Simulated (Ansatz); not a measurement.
Polymorphs of CdSe, each relaxed with the program Ansatz at the HSE06 level (PAW):

A: P6_3mc
a = b = 4.347 Å, c = 14.181 Å, α = β = 90.00°, γ = 120.00°

| atom | site | symmetry | x | y | z |
|---|---|---|---|---|---|
| Cd | 2a | 3m. | 0.0000 | 0.0000 | 0.0004 |
| Cd | 2b | 3m. | 0.3333 | 0.6667 | 0.2502 |
| Se | 2a | 3m. | 0.0000 | 0.0000 | 0.3126 |
| Se | 2b | 3m. | 0.3333 | 0.6667 | 0.0624 |

B: rock salt (Fm-3m)
a = 5.688 Å, b = 5.688 Å, c = 5.688 Å, α = 90.00°, β = 90.00°, γ = 90.00°

```tsv
atom	site	symmetry	x	y	z
Cd	4b	m-3m	0.5000	0.5000	0.5000
Se	4a	m-3m	0.0000	0.0000	0.0000
```

**Question.** Put the candidates in order of energy per atom at 0 K, lowest first, for HSE06.

**Answer.** A (+0 meV/atom), B (+157 meV/atom)

**Question.** Give each one's gap.

**Answer.** A 1.50 eV; B 0.34 eV.

Not the usual ambient phase: A; B. All cells were relaxed under the symmetry of their starts (and spin orders); stability against distortions was not tested throughout. Scalar-relativistic: spin–orbit coupling is off unless named, which matters more the heavier the elements.

Potentials: the later of the program's two PAW sets.
